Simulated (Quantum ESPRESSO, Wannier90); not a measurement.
**In2SbAs (R3m), plane waves to Wannier functions**

```xyz
4
Lattice="-2.2698 3.9315 0.0000 -4.5397 0.0000 0.0000 -2.2698 1.3105 7.4014" Properties=species:S:1:pos:R:3 pbc="T T T"
In     0.0000     0.0000     0.1092
In     2.2698    -1.3105     3.5928
Sb    -2.2698     1.3105    -0.9321
As     0.0000     0.0000     2.7814
```

Materials Project entry mp-1223844; symmetrised, unrelaxed at this level. Not found in the COD (Crystallography Open Database) copy used; not checked further. Method: PBEsol plane waves in Quantum ESPRESSO 7.5 (PseudoDojo norm-conserving files, 68 Ry, no spin polarisation, no spin-orbit coupling), Bloch states on a 6×6×6 mesh through Γ, Wannier90 4.0.1. Density: 8×8×8 mesh, cold smearing 0.01 Ry. Spin-orbit coupling is left out although heavy elements are present.

Base run: 16 functions from bands 21-46 of the 46 computed, start hydrogen-like In: s;p; Sb: s;p; As: s;p, centres 0.05 Å off the atoms, frozen window up to 1.50 eV relative to the Fermi level, outer window open. One setting was then changed (edges relative to the Fermi level; misfit to pw.x on a path, for states up to 1.0 eV relative to the Fermi level).

| run | Ω_I (Å²) | rms misfit (meV) | worst (meV) |
|---|---|---|---|
| base | 28.91 | 5.3 | 73 |
| changed | 27.87 | 58 | 249 |

### Question
Which change was made?
(A) frozen window to 2.50 eV
(B) frozen window to 0.50 eV
(C) outer window to 12.97 eV
(D) frozen window to -1.50 eV
(E) only the lowest 18 of the kept bands

### Answer
D, frozen window to -1.50 eV. The others give:

| run | Ω_I (Å²) | rms misfit (meV) | worst (meV) |
|---|---|---|---|
| frozen window to 2.50 eV | 31.36 | 3.5 | 16 |
| frozen window to 0.50 eV | 28.17 | 21 | 166 |
| outer window to 12.97 eV | 29.09 | 5.2 | 73 |
| only the lowest 18 of the kept bands | 43.90 | 8.3 | 56 |
